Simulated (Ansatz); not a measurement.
SiB (wurtzite, space group No. 186), plane-wave PAW PBEsol (Ansatz code), all energies at zero smearing, with the estimated change up to a 700 eV cutoff added, with one set of potentials and settings (totals compare only within such a set). Cell of 4 atoms (2 Si, 2 B): -1546.810 eV.

| element | reference phase | E (eV/atom) |
|---|---|---|
| Si | Fd-3m, 2 atoms in the cell | -621.4920 |
| B | R-3m, 12 atoms in the cell | -152.6698 |

Formation energy per atom, worked out: (-1546.810 − 2×(-621.4920) − 2×(-152.6698))/4 = 0.378 eV/atom (37 kJ per mol of atoms), at 0 K, without zero-point energy or fitted corrections.

Space group P6_3mc (wurtzite). The first step of the workflow began from a Materials Project structure, measured or hypothetical; the Crystallography Open Database copy checked does not list it. Its standing as an ambient phase is unchecked. Symmetry was held in the PBEsol relaxation. At this level the phase is mechanically unstable. Its formation energy is positive at this level, so the cell may be metastable or incomplete. The references are the lowest solids computed at this level, not always the standard phases.

Potentials: the later of the program's two PAW sets.
